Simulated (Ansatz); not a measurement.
AlGa3N4:
```cif
data_AlGa3N4
_chemical_formula_sum 'Al1 Ga3 N4'
_space_group_name_H-M_alt 'P 1'
_space_group_IT_number 1
_cell_length_a 5.09748
_cell_length_b 3.13594
_cell_length_c 5.42744
_cell_angle_alpha 90.000
_cell_angle_beta 90.036
_cell_angle_gamma 90.000
loop_
_space_group_symop_operation_xyz
  'x, y, z'
loop_
_atom_site_label
_atom_site_type_symbol
_atom_site_fract_x
_atom_site_fract_y
_atom_site_fract_z
_atom_site_occupancy
Al1 Al 0.00059 0.50000 0.66737 1
Ga1 Ga 0.49900 0.50000 0.33485 1
Ga2 Ga 0.49897 0.00000 0.83161 1
Ga3 Ga 0.99965 0.00000 0.16620 1
N1 N 0.11981 0.50000 0.33978 1
N2 N 0.11789 0.00000 0.82670 1
N3 N 0.62055 0.00000 0.16624 1
N4 N 0.63095 0.50000 0.66726 1
```

Relaxed with LDA.

**Question.** Give the optical modes at the zone centre with their infrared and Raman activity from DFPT, DFT-LDA in the program Ansatz with PAW potentials.

**Answer.** Transverse frequencies, without the LO–TO term; a row sums one degenerate level.

```tsv
ω (cm⁻¹)	degeneracy	IR ((D/Å)²/amu)	Raman (Å⁴/amu)	activity	symmetry
140	1	0.00	0.48	Raman	A''
154	1	0.00	0.52	Raman	A'
160	1	0.00	0.14	Raman	A''
198	1	0.01	0.12	IR+Raman	A'
246	1	0.13	0.45	IR+Raman	A''
263	1	0.14	0.15	IR+Raman	A'
317	1	0.00	1.1	Raman	A'
402	1	1.76	1.3	IR+Raman	A'
412	1	2.40	2.8	IR+Raman	A'
563	1	46.66	34	IR+Raman	A'
570	1	15.36	22	IR+Raman	A''
571	1	23.39	20	IR+Raman	A'
572	1	26.00	6.6	IR+Raman	A''
591	1	18.46	14	IR+Raman	A'
609	1	0.93	6.4	IR+Raman	A''
634	1	18.83	5.1	IR+Raman	A'
657	1	1.62	7.0	IR+Raman	A'
664	1	12.90	2.3	IR+Raman	A''
698	1	1.45	1.7	IR+Raman	A'
707	1	0.73	3.7	IR+Raman	A'
715	1	2.32	2.0	IR+Raman	A'
```

**Question.** How high does the top mode go among those that the LO–TO term moves?

**Answer.** 787 cm⁻¹ for q along x, 789 cm⁻¹ for q along y, 793 cm⁻¹ for q along z.

Space group Pm. The workflow started from a Materials Project entry (that database holds measured and hypothetical structures alike); the Crystallography Open Database copy checked does not list it. With Al and Ga taken as one species the cell has the higher symmetry P6_3mc, so it may be an ordered model of a mixed-site phase. Its standing as an ambient phase is unchecked. The cell was relaxed with LDA under the symmetry of its start; phonons on a q-mesh show no instability.

Potentials: the later of the program's two PAW sets.
